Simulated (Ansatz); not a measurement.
TiS$_{2}$ (CdI2 type)

```xyz
3
Lattice="3.3605 0.0000 0.0000 -1.6802 2.9103 0.0000 0.0000 0.0000 5.5229" Properties=species:S:1:pos:R:3 pbc="T T T"
Ti     0.0000     0.0000     0.0000
S      0.0000     1.9402     1.4280
S      1.6802     0.9701     4.0949
```

The relaxed cell is deformed in two ways at once: its volume V is scaled, and at that volume it is stretched along z (the c axis of the conventional cell) so that c/a changes. Fractional atomic positions are held.

All values below come from PBE-D3(BJ) (plane waves to 420 eV, PAW, scalar-relativistic; Ansatz, a quantum-chemistry and plane-wave program). k mesh 16×16×9 (Γ-centred), Fermi-Dirac smearing 0.05 eV. Stress and pressure are positive under compression. As the atoms are clamped, bonds stretch with the cell, which overstates energies and stresses. With partly filled bands, the response to shear is sensitive to the k mesh, so small differences along c/a are uncertain. At this level the bands of TiS2 touch or barely overlap. The PAW data are Ansatz's earlier set. TiS2 is run without spin polarisation. TiS2 was relaxed with its symmetry unable to fall.

At one point of the scan the stress tensor (GPa) is:

```
   -3.4      0.0      0.0
    0.0     -3.4      0.0
    0.0      0.0     -8.3
```

Q: Which point is it?
A. V/V₀ = 1.027, (c/a)/(c/a)₀ = 1.027
B. V/V₀ = 1.080, (c/a)/(c/a)₀ = 1.027
C. V/V₀ = 1.053, (c/a)/(c/a)₀ = 1.000
D. V/V₀ = 1.053, (c/a)/(c/a)₀ = 1.053

A: D, V/V₀ = 1.053, (c/a)/(c/a)₀ = 1.053

(A scan under strain: stresses follow from slopes of the energy per volume, elastic moduli from its curvatures.)
